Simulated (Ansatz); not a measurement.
# From the elastic tensor of AlIn3Sb4 to moduli and sound speeds

Computed with DFT PBE, scalar-relativistic, plane waves, PAW (Ansatz). Settings: 420 eV plane-wave cutoff, Γ-centred 6×6×6 mesh, Fermi-Dirac smearing of 0.15 eV. No spin polarisation.

Space group P-43m (No. 215), cubic, a = 6.529 Å. Al is surrounded by 4 Sb at 2.73 Å; In is surrounded by 4 Sb at 2.86 Å; Sb is surrounded by 1 Al at 2.73 Å and 3 In at 2.86 Å.

The structure comes from a generated guess, relaxed at this level; another structure or a mixture of phases may lie lower. In a metal, frequencies and elastic constants depend on the k mesh and the smearing, soft modes and shear constants most. Spin–orbit coupling is left out, which matters for heavy elements.

Relaxed-ion constants (GPa, on the Cartesian axes of the calculation):
```
58.5 29.6 29.6  0.0  0.0  0.0
29.6 58.5 29.6  0.0  0.0  0.0
29.6 29.6 58.5  0.0  0.0  0.0
 0.0  0.0  0.0 26.9  0.0  0.0
 0.0  0.0  0.0  0.0 26.9  0.0
 0.0  0.0  0.0  0.0  0.0 26.9
```

Density 5.121 g/cm³; 8 atoms in 278.37 Å³.

With S = C⁻¹: B_V = (C11+C22+C33+2(C12+C13+C23))/9, G_V = (C11+C22+C33−C12−C13−C23+3(C44+C55+C66))/15, 1/B_R = S11+S22+S33+2(S12+S13+S23), 15/G_R = 4(S11+S22+S33−S12−S13−S23)+3(S44+S55+S66); Hill is their mean. Then v_l = √((B+4G/3)/ρ), v_t = √(G/ρ), v_m = [(2/v_t³+1/v_l³)/3]^(−1/3) and Θ = (ħ/k_B)·v_m·(6π²n/V)^(1/3) for n atoms in the volume V; E = 9BG/(3B+G), ν = (3B−2G)/(2(3B+G)) and A^U = 5G_V/G_R + B_V/B_R − 6.

```json
{"Bulk modulus, Voigt / Reuss / Hill": "39.3 / 39.3 / 39.3 GPa", "Shear modulus, Voigt / Reuss / Hill": "21.9 / 20.0 / 20.9 GPa", "Young's modulus": "53 GPa", "Poisson ratio": "0.274", "Pugh ratio B/G": "1.87 (over 1.75, the rule of thumb for ductile)", "Universal anisotropy index": "0.48", "Longitudinal and transverse sound speeds": "3622 and 2022 m/s", "Debye temperature from the mean sound speed": "205 K"}
```
